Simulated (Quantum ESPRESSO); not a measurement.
## Calculated data, AlSi6N (made-up cell)

Computed with Quantum ESPRESSO 7.5. Calculation on a made-up crystal cell, not a measurement, the moved input of one more run found from cubic fits through the family: the fits match the computed values on one interval only; periodic Kohn-Sham density functional theory in plane waves with PseudoDojo standard norm-conserving scalar-relativistic pseudopotentials, each functional with its own files (v0.5 for PBE, v0.4.1 for LDA and PBEsol), no spin polarisation, no spin-orbit coupling, atoms not relaxed, stress positive in tension, energies less a fixed whole-eV offset for each atom's element; levels are Kohn-Sham levels at fractions of this cell's reciprocal vectors, counted from the reference band (half the neutral cell's valence electrons, rounded up) at Gamma; error bars cover cutoff and k-mesh only, not smearing or the files; added strain carries the atoms with the cell, and shear is the tensor component; each bar is the largest change over components, and at least 0.002 eV, 0.002 eV per angstrom or 0.02 GPa; energies are for the whole cell, and the offsets were chosen from early runs and are not element reference energies.

```cif
# cell vector a (Å): 5.3814 0.0660 0.0458
# cell vector b (Å): 0.0660 5.4966 0.0545
# cell vector c (Å): 0.0458 0.0545 5.4444
data_AlSi6N
_symmetry_space_group_name_H-M 'P 1'
_symmetry_Int_Tables_number 1
_cell_length_a 5.3820
_cell_length_b 5.4973
_cell_length_c 5.4449
_cell_angle_alpha 88.853
_cell_angle_beta 89.023
_cell_angle_gamma 88.605
_cell_volume 160.99
loop_
_atom_site_label
_atom_site_type_symbol
_atom_site_fract_x
_atom_site_fract_y
_atom_site_fract_z
_atom_site_occupancy
Si1 Si 0.99533 0.00681 0.01097 1
Si2 Si 0.99512 0.50067 0.51997 1
N1 N 0.49425 0.01122 0.49349 1
Si3 Si 0.47965 0.50597 0.99175 1
Si4 Si 0.23291 0.25432 0.25361 1
Si5 Si 0.25169 0.75058 0.75852 1
Si6 Si 0.76119 0.23698 0.74049 1
Al1 Al 0.76730 0.72003 0.24686 1
_calc_lattice_type 'zincblende/diamond'
_calc_functional 'pbe'
_calc_cutoff 1143  # eV
_calc_fermi_dirac_smearing 0.1  # eV
_calc_scf_tolerance 1e-07  # eV
_calc_electrons_removed 0
_calc_moved_input 'added strain, uniform'
_calc_moved_input_in_the_structure_shown 0.0032
_calc_further_run_stress_zz -0.07  # GPa
_calc_further_run_stress_yy 1.03  # GPa
_calc_further_run_pressure -0.49  # GPa
_calc_further_run_stress_xx 0.49  # GPa
_calc_k_mesh '6 x 6 x 6, shifted by half a step'
_calc_structure_shown 'one run of the family, not the further run'
_calc_moved_input_of_the_further_run -0.0076
_calc_interval_low -0.008195
_calc_interval_high -0.006993
_calc_energy_against_integrated_force_or_stress 0.0003826  # eV
_calc_error_bar_energy 0.003283  # eV
_calc_error_bar_stress 0.05173  # GPa
```

Atoms:
| atoms element | atom site | atom energy offset (eV) |
| --- | --- | --- |
| Si | 1 | -115 |
| Si | 2 | -115 |
| N | 3 | -283 |
| Si | 4 | -115 |
| Si | 5 | -115 |
| Si | 6 | -115 |
| Si | 7 | -115 |
| Al | 8 | -64 |

Family:
| moved input | stress zz (GPa) | stress yy (GPa) | pressure (GPa) | stress xx (GPa) |
| --- | --- | --- | --- | --- |
| -0.0229 | -4.36 | -3.18 | 3.68 | -3.49 |
| 0.0032 | 2.47 | 3.5 | -2.94 | 2.85 |
| 0.0085 | 3.58 | 4.58 | -4.01 | 3.87 |
| 0.0157 | 4.95 | 5.92 | -5.34 | 5.14 |
| 0.0177 | 5.31 | 6.26 | -5.68 | 5.47 |
| 0.0208 | 5.84 | 6.78 | -6.2 | 5.97 |
